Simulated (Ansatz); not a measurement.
**Calculated with Ansatz: LaSiS$_{2}$O, relaxation**

input.yaml:

```yaml
crystal:
  lattice:
    - [5.792009, 0.104663, 0.222525]
    - [0.173194, 6.161773, -0.418878]
    - [0.006579, -0.911196, 5.830937]
  atoms:
    - { symbol: La, position: [0.420563, 0.067862, 0.604736] }
    - { symbol: La, position: [0.140777, 0.809766, 0.04638] }
    - { symbol: Si, position: [0.566394, 0.468345, 0.996498] }
    - { symbol: Si, position: [0.916843, 0.164231, 0.452097] }
    - { symbol: S, position: [0.33368, 0.566059, 0.552262] }
    - { symbol: S, position: [0.922001, 0.444199, 0.225711] }
    - { symbol: S, position: [0.876947, 0.176004, 0.864426] }
    - { symbol: S, position: [0.616837, 0.015113, 0.098102] }
    - { symbol: O, position: [0.587702, 0.34848, 0.323169] }
    - { symbol: O, position: [0.066939, 0.413645, 0.722918] }
kpoints:
  mp_grid: { grid: [3, 3, 3], shift: [0.5, 0.5, 0.0] }
magnetization:
  spin_polarized: false
scf:
  occupations: { method: fermi_dirac }
  lower_state_search: "off"
hamiltonian:
  pseudopotentials: { kind: paw }
  xc: pbe
basis:
  ecutwfc: 420
  fft_grid_basis: typed
relax:
  max_steps: 80
output:
  forces: true
  stress: true
  eigenvalues: true
  populations: true
  elf: true
  write_potential: true
  volumetric_format: npy
  dos:
    e_range: [-12, 8]
    de: 0.05
    projected: { site_lists: { La: [La], O: [O], S: [S], Si: [Si] } }
  write_density: true
  bader: false
checkpoint:
  read: saved_state
```

The command:

```bash
ansatz run input.yaml --threads 2 --pin off --max-ram 4096MiB --backend cpu --events-out ev --progress --plain --runs-dir out
```

Origin of the cell: a disordered cell, so it need not be a known compound.

The smearing width isn't typed, so it takes its default of 0.1 eV.

The saved state is a converged single point of the same cell.

Steps:

```json
{"step": "1", "ΔF (meV/atom)": "0.0", "max force component (eV/Å)": "2.958", "SCF iterations": "6", "step was": "accepted"}
{"step": "2", "ΔF (meV/atom)": "-218.5", "max force component (eV/Å)": "2.565", "SCF iterations": "7", "step was": "accepted"}
{"step": "3", "ΔF (meV/atom)": "-457.4", "max force component (eV/Å)": "2.860", "SCF iterations": "7", "step was": "accepted"}
{"step": "4", "ΔF (meV/atom)": "-645.1", "max force component (eV/Å)": "2.456", "SCF iterations": "7", "step was": "accepted"}
{"step": "5", "ΔF (meV/atom)": "-792.9", "max force component (eV/Å)": "1.531", "SCF iterations": "7", "step was": "accepted"}
{"step": "6", "ΔF (meV/atom)": "-896.7", "max force component (eV/Å)": "1.308", "SCF iterations": "7", "step was": "accepted"}
{"step": "7", "ΔF (meV/atom)": "-991.6", "max force component (eV/Å)": "0.984", "SCF iterations": "7", "step was": "accepted"}
{"step": "8", "ΔF (meV/atom)": "-1076.2", "max force component (eV/Å)": "1.256", "SCF iterations": "7", "step was": "accepted"}
{"step": "9", "ΔF (meV/atom)": "-1142.6", "max force component (eV/Å)": "0.473", "SCF iterations": "7", "step was": "accepted"}
{"step": "10", "ΔF (meV/atom)": "-1157.9", "max force component (eV/Å)": "0.574", "SCF iterations": "6", "step was": "accepted"}
{"step": "11", "ΔF (meV/atom)": "-1168.8", "max force component (eV/Å)": "0.395", "SCF iterations": "7", "step was": "accepted"}
{"step": "12", "ΔF (meV/atom)": "-1173.4", "max force component (eV/Å)": "0.236", "SCF iterations": "5", "step was": "accepted"}
{"step": "13", "ΔF (meV/atom)": "-1174.8", "max force component (eV/Å)": "0.267", "SCF iterations": "7", "step was": "accepted"}
{"step": "14", "ΔF (meV/atom)": "-1177.4", "max force component (eV/Å)": "0.125", "SCF iterations": "5", "step was": "accepted"}
{"step": "15", "ΔF (meV/atom)": "-1177.4", "max force component (eV/Å)": "0.171", "SCF iterations": "7", "step was": "accepted"}
{"step": "16", "ΔF (meV/atom)": "-1177.9", "max force component (eV/Å)": "0.036", "SCF iterations": "6", "step was": "accepted"}
{"step": "17", "ΔF (meV/atom)": "-1178.0", "max force component (eV/Å)": "0.024", "SCF iterations": "7", "step was": "accepted"}
{"step": "18", "ΔF (meV/atom)": "-1178.0", "max force component (eV/Å)": "0.017", "SCF iterations": "7", "step was": "accepted"}
{"step": "19", "ΔF (meV/atom)": "-1178.0", "max force component (eV/Å)": "0.005", "SCF iterations": "5", "step was": "accepted"}
{"step": "20", "ΔF (meV/atom)": "-1178.0", "max force component (eV/Å)": "0.005", "SCF iterations": "3", "step was": "accepted"}
```

Step 1, with forces in eV/Å:

```xyz
10
Lattice="5.792 0.105 0.223 0.173 6.162 -0.419 0.007 -0.911 5.831" Properties=species:S:1:pos:R:3:forces:R:3 pbc="T T T" step=1
La    2.452   -0.089    3.591    0.583    0.985   -0.039
La    0.956    4.962   -0.037   -0.699   -1.611   -0.434
Si    3.368    2.037    5.740    1.103   -0.452    1.789
Si    5.342    0.696    2.771    0.588    1.738    0.593
S     2.034    3.020    3.057    0.035    1.733    0.187
S     5.419    2.628    1.335    1.488    1.666    0.516
S     5.115    0.389    5.162    0.271    0.283   -2.035
S     3.576    0.068    0.703   -1.481   -2.958   -0.068
O     3.466    1.914    1.869   -1.250    0.218    0.144
O     0.464    1.897    4.057   -0.637   -1.603   -0.653
```

Step 3, with forces in eV/Å:

```xyz
10
Lattice="5.792 0.105 0.223 0.173 6.162 -0.419 0.007 -0.911 5.831" Properties=species:S:1:pos:R:3:forces:R:3 pbc="T T T" step=3
La    2.548    0.126    3.572   -0.186    0.400   -0.524
La    0.811    4.665   -0.135    0.426    0.632   -0.904
Si    3.520    1.995    6.032    0.914   -1.108    2.860
Si    5.392    0.910    2.730    0.632    1.807   -0.176
S     2.024    3.294    3.083   -0.111    2.370    0.297
S     5.562    2.817    1.371    0.373    0.649    0.828
S     5.069    0.357    5.048   -0.517   -0.570   -1.093
S     3.427   -0.268    0.678   -0.461   -2.130   -0.328
O     3.374    1.855    1.907   -0.105   -0.487   -0.149
O     0.465    1.771    3.964   -0.965   -1.561   -0.811
```

Step 4, with forces in eV/Å:

```xyz
10
Lattice="5.792 0.105 0.223 0.173 6.162 -0.419 0.007 -0.911 5.831" Properties=species:S:1:pos:R:3:forces:R:3 pbc="T T T" step=4
La    2.539    0.168    3.530   -0.218    0.213   -0.503
La    0.808    4.652   -0.174    0.862    1.418   -1.376
Si    3.566    1.918    6.206    0.358   -1.222    2.456
Si    5.414    1.006    2.704    0.311    1.580   -0.562
S     2.014    3.459    3.099   -0.209    2.286    0.289
S     5.624    2.912    1.396   -0.383   -0.397    1.268
S     5.023    0.316    4.987   -0.434   -0.688   -0.298
S     3.402   -0.425    0.652   -0.132   -1.516   -0.447
O     3.380    1.810    1.926    0.709   -0.511   -0.177
O     0.422    1.706    3.924   -0.863   -1.163   -0.650
```

Step 6, with forces in eV/Å:

```xyz
10
Lattice="5.792 0.105 0.223 0.173 6.162 -0.419 0.007 -0.911 5.831" Properties=species:S:1:pos:R:3:forces:R:3 pbc="T T T" step=6
La    2.537    0.235    3.556   -0.506   -0.039   -0.157
La    0.766    4.699   -0.408    0.686    0.760   -0.815
Si    3.585    1.746    6.489    0.054   -0.042    0.410
Si    5.432    1.180    2.649    0.087    0.941   -0.815
S     2.008    3.773    2.954    0.132    0.852   -0.302
S     5.605    3.125    1.473   -0.505   -0.448    1.132
S     4.968    0.152    5.015   -0.555   -0.618    0.443
S     3.369   -0.675    0.539    0.348   -0.001   -0.656
O     3.565    1.667    2.041    0.832   -1.044    1.308
O     0.357    1.620    3.941   -0.575   -0.362   -0.546
```

Step 8, with forces in eV/Å:

```xyz
10
Lattice="5.792 0.105 0.223 0.173 6.162 -0.419 0.007 -0.911 5.831" Properties=species:S:1:pos:R:3:forces:R:3 pbc="T T T" step=8
La    2.394    0.282    3.649   -0.497    0.493    0.139
La    0.793    4.669   -0.621    0.046   -0.370    0.011
Si    3.567    1.711    6.743   -0.530   -0.018    0.561
Si    5.497    1.306    2.540    1.256   -0.028    0.006
S     2.110    3.895    2.728    0.419   -0.336   -0.642
S     5.508    3.332    1.623   -0.480    0.371    0.020
S     4.813   -0.020    5.108   -0.607   -0.768    0.558
S     3.433   -0.711    0.306    0.569    0.641   -0.591
O     3.803    1.457    2.266   -0.100   -0.193    0.179
O     0.274    1.601    3.908   -0.076    0.210   -0.242
```

Step 9, with forces in eV/Å:

```xyz
10
Lattice="5.792 0.105 0.223 0.173 6.162 -0.419 0.007 -0.911 5.831" Properties=species:S:1:pos:R:3:forces:R:3 pbc="T T T" step=9
La    2.308    0.334    3.698    0.473    0.163    0.191
La    0.815    4.589   -0.704   -0.236   -0.383    0.165
Si    3.465    1.706    6.907   -0.391   -0.242    0.473
Si    5.620    1.372    2.491    0.177    0.294   -0.018
S     2.202    3.901    2.582    0.086   -0.285   -0.344
S     5.394    3.452    1.675   -0.198    0.051   -0.083
S     4.737   -0.122    5.173    0.156   -0.138   -0.066
S     3.488   -0.678    0.195   -0.224   -0.196   -0.056
O     3.891    1.339    2.340   -0.158    0.283   -0.157
O     0.271    1.629    3.892    0.316    0.453   -0.105
```

Step 11, with forces in eV/Å:

```xyz
10
Lattice="5.792 0.105 0.223 0.173 6.162 -0.419 0.007 -0.911 5.831" Properties=species:S:1:pos:R:3:forces:R:3 pbc="T T T" step=11
La    2.427    0.299    3.789    0.081   -0.232    0.072
La    0.785    4.478   -0.653    0.072    0.142    0.267
Si    3.283    1.634    7.045    0.282   -0.193    0.015
Si    5.729    1.518    2.465   -0.111   -0.098    0.073
S     2.007    3.904    2.423    0.246    0.281   -0.118
S     5.199    3.534    1.704   -0.395    0.028   -0.011
S     4.874   -0.174    5.117   -0.090   -0.050    0.134
S     3.511   -0.700    0.067    0.114   -0.044   -0.122
O     3.946    1.318    2.411   -0.078    0.222   -0.186
O     0.432    1.711    3.882   -0.121   -0.056   -0.123
```

Step 12, with forces in eV/Å:

```xyz
10
Lattice="5.792 0.105 0.223 0.173 6.162 -0.419 0.007 -0.911 5.831" Properties=species:S:1:pos:R:3:forces:R:3 pbc="T T T" step=12
La    2.444    0.288    3.813   -0.063   -0.104    0.076
La    0.816    4.469   -0.589   -0.007    0.074    0.124
Si    3.283    1.609    7.009    0.043   -0.015    0.104
Si    5.706    1.520    2.484    0.038   -0.037    0.147
S     2.015    3.968    2.347    0.020   -0.063   -0.092
S     5.149    3.529    1.708    0.066    0.152   -0.001
S     4.912   -0.176    5.123   -0.223   -0.125    0.099
S     3.548   -0.727    0.056    0.151    0.071   -0.225
O     3.912    1.336    2.392   -0.110   -0.094    0.003
O     0.407    1.705    3.906    0.085    0.142   -0.236
```

Step 14, with forces in eV/Å:

```xyz
10
Lattice="5.792 0.105 0.223 0.173 6.162 -0.419 0.007 -0.911 5.831" Properties=species:S:1:pos:R:3:forces:R:3 pbc="T T T" step=14
La    2.412    0.268    3.858   -0.002    0.038   -0.052
La    0.837    4.487   -0.507   -0.049   -0.004    0.034
Si    3.281    1.591    7.027   -0.047    0.050    0.125
Si    5.683    1.519    2.519    0.013    0.030    0.054
S     1.998    3.992    2.291    0.037   -0.036   -0.071
S     5.120    3.540    1.747    0.037   -0.032   -0.101
S     4.932   -0.161    5.102   -0.061   -0.053    0.060
S     3.613   -0.795   -0.103    0.078    0.002    0.026
O     3.879    1.318    2.416   -0.071   -0.033   -0.103
O     0.438    1.765    3.899    0.065    0.037    0.027
```

Step 16, with forces in eV/Å:

```xyz
10
Lattice="5.792 0.105 0.223 0.173 6.162 -0.419 0.007 -0.911 5.831" Properties=species:S:1:pos:R:3:forces:R:3 pbc="T T T" step=16
La    2.403    0.272    3.858    0.012    0.014   -0.001
La    0.840    4.502   -0.508   -0.003    0.000    0.023
Si    3.276    1.587    7.027   -0.018   -0.002    0.021
Si    5.677    1.507    2.530    0.017    0.023    0.015
S     2.010    3.997    2.276   -0.009    0.005    0.006
S     5.133    3.513    1.717    0.010   -0.017    0.017
S     4.918   -0.151    5.128    0.014   -0.028   -0.036
S     3.621   -0.797   -0.087   -0.006   -0.005   -0.016
O     3.869    1.309    2.410   -0.023    0.022   -0.010
O     0.446    1.783    3.899    0.006   -0.013   -0.020
```

Step 17, with forces in eV/Å:

```xyz
10
Lattice="5.792 0.105 0.223 0.173 6.162 -0.419 0.007 -0.911 5.831" Properties=species:S:1:pos:R:3:forces:R:3 pbc="T T T" step=17
La    2.404    0.277    3.862   -0.007    0.006    0.006
La    0.839    4.501   -0.494    0.019    0.008   -0.013
Si    3.271    1.594    7.032   -0.005   -0.002    0.015
Si    5.676    1.510    2.533    0.013   -0.002    0.022
S     2.008    4.003    2.282   -0.007   -0.013   -0.024
S     5.130    3.516    1.726   -0.008    0.007    0.001
S     4.925   -0.163    5.110    0.002    0.004   -0.006
S     3.625   -0.809   -0.109    0.005   -0.006    0.015
O     3.865    1.311    2.406   -0.009    0.003    0.000
O     0.449    1.783    3.901   -0.003   -0.004   -0.017
```

Step 20, with forces in eV/Å:

```xyz
10
Lattice="5.792 0.105 0.223 0.173 6.162 -0.419 0.007 -0.911 5.831" Properties=species:S:1:pos:R:3:forces:R:3 pbc="T T T" step=20
La    2.402    0.277    3.865    0.000   -0.001   -0.001
La    0.843    4.502   -0.495   -0.002    0.001   -0.003
Si    3.270    1.592    7.033   -0.001    0.002    0.003
Si    5.675    1.509    2.535    0.003   -0.001   -0.005
S     2.007    4.005    2.275   -0.001   -0.003    0.003
S     5.130    3.514    1.722    0.003   -0.002    0.001
S     4.926   -0.164    5.107    0.001    0.001   -0.001
S     3.629   -0.809   -0.104   -0.001    0.002   -0.001
O     3.862    1.313    2.411   -0.005   -0.004    0.000
O     0.450    1.785    3.900    0.003    0.005    0.005
```

```
Free energy lowered by  : 1178.0 meV/atom
Final pressure          : 2.57 GPa
Relaxation steps listed : 20
Gap on the mesh         : 1.34 eV
```

Caveats: no spin-orbit coupling, though heavy elements are present; the SCF threshold is looser than advised for a stress.

It ran for 380 s of wall time on 2 CPU thread(s) of a shared host, from a saved density.
